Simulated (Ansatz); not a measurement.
A relaxed cell of RuRhC4N4 is given with its symmetry left out. The cell was found from a structure generator's guess, not taken from experiment.

All numbers below come from Ansatz, DFT PBE, scalar-relativistic, plane waves, PAW. Cutoff 420 eV, Γ-centred mesh, Gaussian smearing, collinear spin.

```cif
data_structure
_symmetry_space_group_name_H-M 'P 1'
_symmetry_Int_Tables_number 1
_cell_length_a 5.8871
_cell_length_b 5.8871
_cell_length_c 5.8871
_cell_angle_alpha 90.000
_cell_angle_beta 90.000
_cell_angle_gamma 90.000
_cell_volume 204.04
loop_
_atom_site_label
_atom_site_type_symbol
_atom_site_fract_x
_atom_site_fract_y
_atom_site_fract_z
_atom_site_occupancy
Ru1 Ru 0.00000 0.00000 0.00000 1
Rh1 Rh 0.50000 0.50000 0.50000 1
C1 C 0.18844 0.18844 0.18844 1
C2 C 0.18844 0.81156 0.81156 1
C3 C 0.81156 0.18844 0.81156 1
C4 C 0.81156 0.81156 0.18844 1
N1 N 0.30505 0.30505 0.30505 1
N2 N 0.30505 0.69495 0.69495 1
N3 N 0.69495 0.30505 0.69495 1
N4 N 0.69495 0.69495 0.30505 1
```

Formation energies are uncorrected and refer to the elements' standard structures at the same level (N₂ as a molecule).

(1) What space group does it have?

(2) What is its formation energy per atom?

(3) Is it a metal?

(4) Which magnetic moments does it keep?

(5) From what recipe could a structure generator have reached it?

Answers

(1) P-43m (No. 215). Conventional cell: a = 5.887 Å. Ru is surrounded by 4 C at 1.92 Å; Rh is surrounded by 4 N at 1.99 Å; C is surrounded by 1 N at 1.19 Å and 1 Ru at 1.92 Å; N has 1 C at 1.19 Å and 1 Rh at 1.99 Å.

(2) +0.75 eV/atom. A positive value: parting into the elements would lower its energy.

(3) Yes, bands cross the Fermi level on the 6×6×6 mesh.

(4) 0.10 μB per atom net, the space between the atoms included; by site: Ru -0.2; Rh 1.0 μB.

(5) One such recipe: two interpenetrating cyanide-bridged diamond nets (P-43m, No. 215). Other recipes can lead to the same cell.

The last run used collinear spin, a 6×6×6 mesh for its 10-atom cell and Gaussian smearing of 0.10 eV. The reference form of C is held partly by dispersion forces, which this level lacks. The magnetic state reached may not be the lowest. Symmetry constrained the relaxation, so the result can be a saddle point.
